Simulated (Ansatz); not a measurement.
Relaxed W (bcc, W type):

```
W
1.0
   -3.18352     3.18352     3.18352
    0.00000     0.00000     3.18352
    0.00000     3.18352     0.00000
W
2
Cartesian
  0.00000   0.00000   0.00000
 -1.59176   1.59176   1.59176
```

The atoms are displaced by Q × the pattern below (from a DFPT mode at H = (0.5, 0.5, 0.5), largest move 1; Q in Å), at fixed cell. It is one choice among 3 degenerate patterns. (q is in reciprocal vectors of the primitive cell; the cell shown is doubled to hold the pattern.)

```json
[
 {"atom": "W1", "x": "0.000", "y": "0.000", "z": "-1.000"},
 {"atom": "W2", "x": "0.000", "y": "0.000", "z": "1.000"}
]
```

The numbers are results of PBE (plane waves to 420 eV, PAW, scalar-relativistic; Ansatz, a first-principles code), not measurements. k mesh 20×20×20 (Γ-centred), Fermi-Dirac smearing 0.05 eV. With partly filled bands, energies and forces of such displacements shift with the k mesh and the smearing. Spin-orbit coupling is left out, though W is heavy. W is run without spin polarisation. W was relaxed with its symmetry unable to fall.

At one point of the scan the forces (eV/Å) are:

| atom | Fx | Fy | Fz |
|---|---|---|---|
| W1 | 0.000 | 0.000 | -4.948 |
| W2 | 0.000 | 0.000 | 4.948 |

### Question
Which point is it?
A) Q = -0.140 Å
B) Q = -0.047 Å
C) Q = -0.280 Å
D) Q = -0.093 Å

### Answer
C, Q = -0.280 Å

(For displaced atoms, the force is minus the slope of the energy, and its curvature is a force constant, which sets phonon frequencies.)
